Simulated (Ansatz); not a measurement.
Zr2AlN:
Space group P6₃/mmc (No. 194); a = 3.2233 Å, b = 3.2233 Å, c = 14.2920 Å, α = 90.00°, β = 90.00°, γ = 120.00°

| atom | site | symmetry | x | y | z |
|---|---|---|---|---|---|
| Zr | 4f | 3m. | 0.3333 | 0.6667 | 0.0882 |
| Al | 2d | -6m2 | 0.6667 | 0.3333 | 0.2500 |
| N | 2a | -3m. | 0.0000 | 0.0000 | 0.0000 |

Relaxed with PBEsol.

**Question.** Which orbitals make up the states near the Fermi level in PBEsol in the plane-wave PAW code Ansatz?

**Answer.** Within 0.5 eV of the Fermi level: Zr 4d 79 %, Al 3p 11 %. Projections are on Löwdin-orthogonalised atomic valence shells; empty p or d shells of many metals are not among them.

**Question.** Tabulate the density of states.

**Answer.** States/eV per cell of 8 atoms, in 0.25 eV bins, energy from the Fermi level.

```tsv
E (eV)	total	Zr 4d	N 2p	Al 3p
-7.85	0.00	0.00	0.00	0.00
-7.60	0.13	0.00	0.01	0.00
-7.35	0.67	0.02	0.04	0.05
-7.10	1.08	0.08	0.06	0.15
-6.85	1.18	0.14	0.10	0.23
-6.60	1.38	0.22	0.19	0.27
-6.35	2.21	0.50	0.60	0.32
-6.10	4.79	1.33	2.05	0.33
-5.85	4.24	1.19	2.06	0.19
-5.60	4.71	1.30	2.41	0.21
-5.35	4.51	1.36	2.21	0.25
-5.10	7.04	2.20	3.76	0.26
-4.85	12.77	3.71	7.77	0.27
-4.60	11.11	3.13	6.98	0.32
-4.35	1.87	0.33	0.62	0.36
-4.10	1.50	0.26	0.31	0.34
-3.85	1.62	0.33	0.22	0.31
-3.60	1.50	0.34	0.17	0.25
-3.35	0.94	0.25	0.09	0.16
-3.10	0.61	0.20	0.04	0.08
-2.85	0.27	0.09	0.01	0.07
-2.60	0.78	0.25	0.02	0.36
-2.35	2.22	0.97	0.09	0.84
-2.10	6.08	3.40	0.19	1.79
-1.85	6.84	3.79	0.28	1.94
-1.60	4.56	2.80	0.14	1.16
-1.35	6.97	4.08	0.21	1.99
-1.10	7.87	4.30	0.30	2.53
-0.85	4.44	2.80	0.17	1.11
-0.60	2.53	1.93	0.06	0.30
-0.35	3.13	2.47	0.06	0.34
-0.10	2.65	2.07	0.09	0.33
0.15	3.33	2.64	0.14	0.37
0.40	2.76	2.18	0.16	0.28
0.65	2.76	2.17	0.20	0.23
0.90	4.55	3.49	0.37	0.35
1.15	4.17	2.98	0.50	0.33
1.40	4.16	2.98	0.45	0.39
1.65	4.73	3.59	0.30	0.42
1.90	6.34	4.82	0.40	0.48
2.15	5.61	4.37	0.38	0.41
2.40	6.73	5.08	0.55	0.50
2.65	6.39	4.72	0.52	0.57
2.90	4.66	3.41	0.30	0.54
3.15	5.65	4.23	0.47	0.44
3.40	7.71	5.72	0.54	0.63
3.65	5.66	3.95	0.32	0.64
3.90	5.10	3.14	0.28	0.64
4.15	6.10	3.52	0.42	0.83
4.40	5.84	3.65	0.40	0.68
4.65	7.13	4.43	0.47	0.64
```

Space group P6_3/mmc. The first step of the workflow began from a Materials Project structure, measured or hypothetical; the Crystallography Open Database copy checked does not list it. Whether it is the stable phase at ambient conditions was not checked. Symmetry was held in the PBEsol relaxation; its stability against distortions is not shown here. The run is not spin-polarised. Spin–orbit coupling is left out wherever it is not named.

Potentials: the later of the program's two PAW sets.
